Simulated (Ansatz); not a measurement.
# Hf₂Au₃, a known structure type with other elements, at an estimated volume

```xyz
5
Lattice="0.0000 4.9547 0.0000 4.3557 0.0000 0.0000 2.1778 2.4773 -4.4692" Properties=species:S:1:pos:R:3 pbc="T T T"
Au    0.0000    0.0000    0.0000
Au    2.1778    1.2565    0.0000
Au    2.1778    3.6982    0.0000
Hf    2.1778    4.9547   -2.7083
Hf    4.3557    2.4773   -1.7609
```

The numbers come from plane-wave PAW DFT (Ansatz): PBE, spin-orbit coupling, 420 eV, 5×5×5 Γ-centred k points, fermi-dirac occupations (width 0.1 eV). Nothing was relaxed.

The state carries no moments; the state need not be the lowest.

Question: Where is the largest force?

Answer: The largest is on Au2 (and as large on other atoms): 1.88 eV/Å, components (0.00, 1.88, 0.00). It makes 0° with the line to a nearest neighbour, Au3 at 2.44 Å, pointing towards it.

Question: What is the formation energy?

Answer: 0.09 eV an atom against the elements' usual phases (free molecules for gases, crystals otherwise, with no correction for O₂ or N₂), so at this geometry it isn't bound against them. Relaxing would lower it.

Question: Metal or insulator?

Answer: It is a metal, with about 3.8 states/eV a cell as the mean within 0.25 eV of the Fermi level, mostly Hf d (72 %).

Question: Is the cell too large or too small?

Answer: The pressure is 15.3 GPa (compression positive), so with the atoms held at these fractions the cell would first expand; the forces are large, so a full relaxation may end otherwise. The principal stresses -11.0, 23.8, 33.0 GPa differ, so its shape would change too.

Question: How is the charge shared?

Answer: Bader charges in e: Hf +1.43, Au -1.03 to -0.80. In the mean Hf gives up most and Au takes most.

Origin: a known structure type with other elements, at an estimated volume, so it need not be a known compound. Caveats: started without moments under time reversal, so no moment could form; the k mesh is coarse if the cell is a metal; atoms or cell far from equilibrium.
